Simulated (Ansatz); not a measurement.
SrTe:
```
CELL_PARAMETERS angstrom
      0.00000     3.35931     3.35931
      3.35931     0.00000     3.35931
      3.35931     3.35931     0.00000
ATOMIC_POSITIONS crystal
  Sr 0.00000 0.00000 0.00000
  Te 0.50000 0.50000 0.50000
```

PBE (plane waves, PAW; program Ansatz) gives a gap of 1.78 eV without spin–orbit coupling, maximum at Γ, minimum at X.

What happens when spin–orbit coupling is switched on?

The gap drops by 0.27 eV, to 1.51 eV; maximum at Γ, minimum at X.

How large is the spin–orbit splitting of the valence top at Γ?

The fourfold level lies 0.86 eV above the split-off pair.

Give the electron effective mass with spin–orbit coupling.

0.26, 0.26, 1.3 mₑ (principal values).

Give the hole effective mass with spin–orbit coupling, band 1 of 2 at the edge.

0.84 along [100], 0.63 along [110], 0.58 along [111] (mₑ).

Give the hole effective mass with spin–orbit coupling, band 2 of 2 at the edge.

0.19 along [100], 0.20 along [110], 0.21 along [111] (mₑ).

Space group Fm-3m (rock salt). Symmetry was held in the PBE relaxation.

Potentials: the later of the program's two PAW sets.
